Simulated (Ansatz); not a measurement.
Consider the following.

Ti2SiB2:
Space group P-6m2 (No. 187); a = 2.988 Å, b = 2.988 Å, c = 7.180 Å, α = 90.00°, β = 90.00°, γ = 120.00°

```json
[
 {"atom": "Ti", "site": "2h", "symmetry": "3m.", "x": "0.3333", "y": "0.6667", "z": "0.2822"},
 {"atom": "Si", "site": "1a", "symmetry": "-6m2", "x": "0.0000", "y": "0.0000", "z": "0.0000"},
 {"atom": "B", "site": "1b", "symmetry": "-6m2", "x": "0.0000", "y": "0.0000", "z": "0.5000"},
 {"atom": "B", "site": "1f", "symmetry": "-6m2", "x": "0.6667", "y": "0.3333", "z": "0.5000"}
]
```

This is the PBEsol-relaxed structure.

**Question.** All from DFT-PBEsol in the program Ansatz with PAW potentials, unless another level is named. Give the electronic character.

**Answer.** metallic (no gap).

**Question.** And the density of states at the Fermi level?

**Answer.** 0.25 states/eV per atom (mean over ±0.08 eV).

**Question.** And the formation energy from the elements (no fitted shifts)?

**Answer.** -0.93 eV/atom.

The start of the workflow was typed in or built on a structure type; neither database checked (COD, Materials Project) lists it. Whether it is the stable phase at ambient conditions was not checked. The cell was relaxed with PBEsol under the symmetry of its start; its stability against distortions is not shown here. The run is not spin-polarised. The references are the lowest solids computed at this level, not always the standard phases.

Potentials: the earlier of the program's two PAW sets. The files were generated under PBE; for other functionals the program regenerates the frozen cores, and for LDA and PBEsol the local potential too.
